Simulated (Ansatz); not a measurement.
SiGe (CsCl type, Pm-3m) at seven volumes, the program Ansatz at the PBE level (PAW), scaled uniformly. One row is withheld.

```json
[
 {"V (Å³/atom)": "15.502", "P (GPa)": "8.83"},
 {"V (Å³/atom)": "16.013", "P (GPa)": "5.34"},
 {"V (Å³/atom)": "16.524", "P (GPa)": "2.42"},
 {"V (Å³/atom)": "17.035", "P (GPa)": "0.00"},
 {"V (Å³/atom)": "17.546", "P (GPa)": "-1.95"},
 {"V (Å³/atom)": "18.057", "P (GPa)": "?"},
 {"V (Å³/atom)": "18.568", "P (GPa)": "-5.06"}
]
```

Task: Fit the shown pressures and predict the withheld one.

Result: P = (3/2)B₀(x^(7/2) − x^(5/2))[1 + (3/4)(B′ − 4)(x − 1)] with x = (V₀/V)^(2/3). Least squares on the six rows gives V₀ = 17.040 Å³/atom, B₀ = 73.2 GPa, B′ = 5.13. At V = 18.057, x = 0.9621 and P = -3.66 GPa. The run itself gave -3.62 GPa.

A made-up cell: these elements were put on the sites of a structure type; neither database checked (COD, Materials Project) lists it. Its standing as an ambient phase is unchecked. Symmetry was held in the PBE relaxation; whether a distortion lowers the energy is not shown.

Potentials: the earlier of the program's two PAW sets.
